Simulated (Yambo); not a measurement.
Quantum ESPRESSO input (PBEsol, PseudoDojo standard norm-conserving files, scalar-relativistic) whose wavefunctions are converted with p2y:

```
&CONTROL
  calculation = 'nscf'
  pseudo_dir = './pseudo'
  outdir = './out'
/
&SYSTEM
  ibrav = 0
  nat = 3
  ntyp = 2
  ecutwfc = 68.0
  ecutrho = 272.0
  occupations = 'fixed'
  force_symmorphic = .true.
  nbnd = 155
/
&ELECTRONS
  conv_thr = 3.0000000000000004e-09
  diago_full_acc = .true.
  diago_thr_init = 1e-08
/
ATOMIC_SPECIES
Cl 35.4500 Cl.upf
Sr 87.6200 Sr.upf
CELL_PARAMETERS angstrom
  0.000000000000   3.453034805000   3.453034805000
  3.453034805000   0.000000000000   3.453034805000
  3.453034805000   3.453034805000   0.000000000000
ATOMIC_POSITIONS crystal
Cl   0.750000000000   0.750000000000   0.750000000000
Cl   0.250000000000   0.250000000000   0.250000000000
Sr   0.000000000000   0.000000000000   0.000000000000
K_POINTS automatic
2 2 2 0 0 0
```

Yambo's initialisation report on symmetry, reciprocal space, the k grid and the gaps on this mesh:

```
  [02.02] Symmetries
  ==================

  Inversion symmetry    : yes
  Spatial inversion     : yes
  Inversion index       :  25
  K-space Time-reversal : no
  Magnetic symmetries   : no
  Group table correct   : yes
  Symmetries units      :  [cc]

  [02.03] Reciprocal space
  ========================

  nG shells         :   394
  nG charge         :   42087
  nG WFs            :   6213
  nC WFs            :   5290
  G-vecs. in first 39 shells:  [ Number ]
     1    9   15   27   51   59   65   89  113
    137   169   181   229   259   283   307   331   339
    387   411   459   531   537   561   609   645   701
    725   749   821   869   893   941   965  1037  1067
   1139  1211  1243
  ...
  Shell energy in first 39 shells:  [ mHa ]
    0.00000      347.689      463.586      927.172      1274.86      1390.76      1854.34      2202.03      2317.93
    2781.51      3129.20      3708.69      4056.38      4172.27      4635.86      4983.55      5099.44      5563.03
    5910.72      6026.61      6490.20      6837.89      7417.37      7765.06      7880.96      8344.54      8692.23
    8808.13      9271.72      9619.40      9735.30      10198.9      10546.6      11126.1      11473.7      11589.6
    12053.2      12400.9      12516.8
  ...

  [02.04] K-grid lattice
  ======================

  Compatible Grid is   : 3D
  Base K vectors       :  K_min[ 1 ]  K_min[ 2 ]  K_min[ 3 ]
  K_min[ 1 ] :  0.500000  0.500000  0.500000 [rlu]
  K_min[ 2 ] : -0.500000  0.000000  0.000000 [rlu]
  K_min[ 3 ] :  0.000000 -0.500000  0.000000 [rlu]
  Grid dimensions      :  2  2  2
  K lattice UC volume  :  0.055798 [a.u.]

  IBZ K-points                                      :  3
  BZ  K-points                                      :   8

  K/Q-points units:
  rlu = crystal or reduced units; cc = cartesian coordinates; iku = interal k-units

  K [1]          [rlu]:  0.000000  0.000000  0.000000
         WF components:   5209
  K [2]          [rlu]:  0.000000  0.000000 -0.500000
         WF components:   5252
  K [3]          [rlu]:  0.000000 -0.500000 -0.500000
         WF components:   5290

  [02.05] Energies & Occupations
  ==============================

  [X] === General ===
  [X] Electronic Temperature                        :  0.000000  0.000000 [eV K]
  [X] Bosonic    Temperature                        :  0.000000  0.000000 [eV K]
  [X] Finite Temperature mode                       : no
  [X] El. density                                   :  0.29146E+24 [cm-3]
  [X] Fermi Level                                   :  3.367292 [eV]

  [X] === Gaps and Widths ===
  [X] Conduction Band Min                           :  5.256162 [eV]
  [X] Valence Band Max                              :  0.000000 [eV]
  [X] Filled Bands                                  :  12
  [X] Empty Bands                                   :   13  155
  [X] Direct Gap                                    :  5.343720 [eV]
  [X] Direct Gap localized at k                     :  3
  [X] Indirect Gap                                  :  5.256162 [eV]
  [X] Indirect Gap between kpts                     :  3  1
  [X] Last valence band width                       :  1.105076 [eV]
  [X] 1st conduction band width                     :  1.387452 [eV]
```
The gaps are PBEsol values on this mesh alone; only operations without fractional translations are kept.

Geometry relaxed with PBEsol.
